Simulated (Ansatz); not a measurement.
**Computed properties of Y2N**

Y2N:
```
Y2N
1.0
    4.55568     0.00000     0.00000
    0.00000     4.55568     0.00000
    0.00000     0.00000     7.06141
Y N
4 2
Direct
  0.00000   0.00000   0.00000
  0.50000   0.50000   0.00000
  0.50000   0.00000   0.60163
  0.00000   0.50000   0.39837
  0.50000   0.00000   0.90791
  0.00000   0.50000   0.09209
```

Space group P4/nmm (No. 129); conventional cell a = b = 4.5557 Å, c = 7.0614 Å, α = β = γ = 90.00°.

Method: the program Ansatz at the r²SCAN+D4 level (PAW). Geometry: relaxed at this level of theory. Other levels are named where they apply.

**Cell and energy**

```json
{
 "volume_per_atom": "24.43 Å³",
 "density": "4.35 g/cm³",
 "Formation energy from the elements (no fitted shifts)": "-1.10 eV/atom"
}
```

**Electronic structure**

```json
{
  "electronic_character": "metallic (no gap)",
  "Density of states at the Fermi level": "0.85 states/eV per atom (mean over ±0.08 eV)",
  "Gap with spin–orbit coupling": "none (metallic)"
}
```

**Mechanics**

```json
{
  "Bulk modulus (Birch–Murnaghan fit)": "52.5 GPa",
  "Pressure derivative B′": "2.6"
}
```

**Charges**

```json
{
 "bader_charges": "Y +0.27 to +1.78, N -2.05 e"
}
```

The cell is a constructed one: a structure type filled with these elements; neither database checked (COD, Materials Project) lists it. Its standing as an ambient phase is unchecked. Symmetry was held in the r²SCAN+D4 relaxation; its stability against distortions is not shown here. The run is not spin-polarised. The references are the lowest solids computed at this level, not always the standard phases (solids in place of the gases). Spin–orbit coupling is left out wherever it is not named.

Potentials: the earlier of the program's two PAW sets.
